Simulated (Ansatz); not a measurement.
An elastic tensor (GPa, Voigt order, standard axes) from PBEsol (plane waves, PAW; program Ansatz):

```
  353    183    175  -10.3    0.0    0.0
  183    353    175   10.3    0.0    0.0
  175    175    332    0.0    0.0    0.0
-10.3   10.3    0.0   98.9    0.0    0.0
  0.0    0.0    0.0    0.0   98.9  -10.3
  0.0    0.0    0.0    0.0  -10.3   84.7
```

Question: Which of these materials gives this?
A) SrGa2H2, P-3m1 (Ga on 2d, H on 2d, Sr on 1a)
B) Al3Pt2, La2O3 or Ni2Al3 type
C) MgZnO2, P3m1 (Mg on 1b, Zn on 1c, O on 1b, O on 1c)
D) Ti2O3, corundum

Answer: D, Ti2O3, corundum

Space group R-3c (corundum). The workflow started from a Materials Project entry (that database holds measured and hypothetical structures alike); the Crystallography Open Database files this formula in space group No. 167, but the cells were not matched. Its standing as an ambient phase is unchecked. The PBEsol relaxation kept the symmetry of its start; its stability against distortions is not shown here. The run is not spin-polarised. As this level gives no gap, shear constants depend on the k-mesh and smearing (Fermi–Dirac, 0.1 eV here). On the denser mesh and wider smearing of the elastic run this cell carries a stress of 0.6 GPa.

Potentials: the later of the program's two PAW sets.
